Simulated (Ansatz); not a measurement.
Al₃V:
```
Al3V
1.0
    3.86931     0.00000     0.00000
    0.00000     3.86931     0.00000
    0.00000     0.00000     3.86931
Al V
3 1
Direct
  0.50000   0.50000   0.00000
  0.00000   0.50000   0.50000
  0.50000   0.00000   0.50000
  0.00000   0.00000   0.00000
```

Relaxed with PBEsol. Special points in fractions of this cell's reciprocal vectors: Γ (0.000, 0.000, 0.000); X (0.000, 0.500, 0.000); M (0.500, 0.500, 0.000); R (0.500, 0.500, 0.500).

Problem. List the band energies nearest the Fermi level at these points for DFT-PBEsol in the program Ansatz with PAW potentials.

Solution. In eV from the Fermi level; about four levels below and three above (degenerate sets whole), none deeper than 8.9 eV; points with the same levels are listed once.

| k | below | above |
|---|---|---|
| Γ | -2.23 -2.23 -2.23 -0.37 -0.37 -0.37 | 0.48 3.77 3.77 |
| X | -2.46 -2.44 -2.44 -0.17 | 0.33 0.73 0.73 |
| M | -6.31 -6.31 -5.33 -1.55 -1.55 | 0.23 0.27 0.47 |
| R | -3.71 -3.71 -3.71 -0.22 | 0.51 0.51 2.19 2.19 2.19 |

Space group Pm-3m (Cu3Au type). The workflow started from a Materials Project entry (that database holds measured and hypothetical structures alike); the Crystallography Open Database copy checked does not list it. Whether it is the stable phase at ambient conditions was not checked. Symmetry was held in the PBEsol relaxation; whether a distortion lowers the energy is not shown. The run is not spin-polarised.

Potentials: the later of the program's two PAW sets.
